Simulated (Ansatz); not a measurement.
The start is a relaxed Ti3Al cell shaken by Gaussian noise of σ = 0.08 Å a coordinate. A full variable-cell relaxation at zero pressure is run with PBEsol (plane waves to 420 eV, PAW, scalar-relativistic; Ansatz, a program for electronic structure). First-step values are on the input's coarse k-mesh.

Ansatz input (later rounds restart from its end on a renewed k-mesh):
Ansatz 0.2 input:
```yaml
crystal:
  lattice:
    - [7.5296857657, 0, 0]
    - [-3.7648428828, 6.5208991556, 0]
    - [0, 0, 2.8512659215]
  atoms:
    - { symbol: Ti, position: [0.2888115889, -0.0278987006, -0.0034089229] }
    - { symbol: Ti, position: [0.2978805315, 0.2953101618, 0.481956749] }
    - { symbol: Ti, position: [-0.0052082273, 0.2950644706, -0.0610078654] }
    - { symbol: Ti, position: [0.6783968112, -0.0068895164, 0.5336752917] }
    - { symbol: Ti, position: [0.6968218142, 0.6934732381, -0.0055973324] }
    - { symbol: Ti, position: [1.0172609456, 0.6857035187, 0.5023812801] }
    - { symbol: Al, position: [0.3384651111, 0.6760330966, 0.2787782514] }
    - { symbol: Al, position: [0.6822736695, 0.3376313928, 0.7738745188] }
basis: { ecutwfc: 420, ecutrho_ratio: 4, xc_grid: 2, fft_grid_basis: typed }
kpoints: { mp_grid: { grid: [5, 5, 11] } }
hamiltonian:
  xc: pbesol
  dispersion: none
  pseudopotentials: { azcp: { folder: ./paw }, kind: paw }
scf: { occupations: { method: fermi_dirac, width: 0.05 } }
relax: { f_tol: 0.01, max_steps: 100, cell: { stress_tol: 0.02 } }
output: { forces: true, stress: true }
```

- Energy released: 0.36 eV/atom
- Volume change: -4.1 %, from 17.50 to 16.79 Å³/atom
- Shortest distances (start → end): The closest pairs of elements (up to four, under 3.6 Å), start → end: Ti–Ti 2.53 → 2.94 Å; Al–Ti 2.54 → 2.66 Å; Al–Al 2.85 → 2.96 Å
- Band gap at the end: no gap (metallic)
- Optimiser moves: 13

It ends as:

Space group P-62m (No. 189); a = b = 7.2392 Å, c = 2.9587 Å, α = β = 90.00°, γ = 120.00°

```json
[
 {"atom": "Ti", "site": "3f", "symmetry": "m2m", "x": "0.0000", "y": "0.2350", "z": "0.0000"},
 {"atom": "Ti", "site": "3g", "symmetry": "m2m", "x": "0.4029", "y": "0.4029", "z": "0.5000"},
 {"atom": "Al", "site": "2c", "symmetry": "-6..", "x": "0.3333", "y": "0.6667", "z": "0.0000"}
]
```

Final values are on a 8×8×16 k-mesh of the relaxed cell. No spin polarisation in the result.

The relaxed structure here is a generated cell of Ti3Al: the first start was made by placing the elements on the sites of a structure type, and the end was not matched to a known phase here, so it may be hypothetical. Known forms of Ti3Al include space group No. 194.
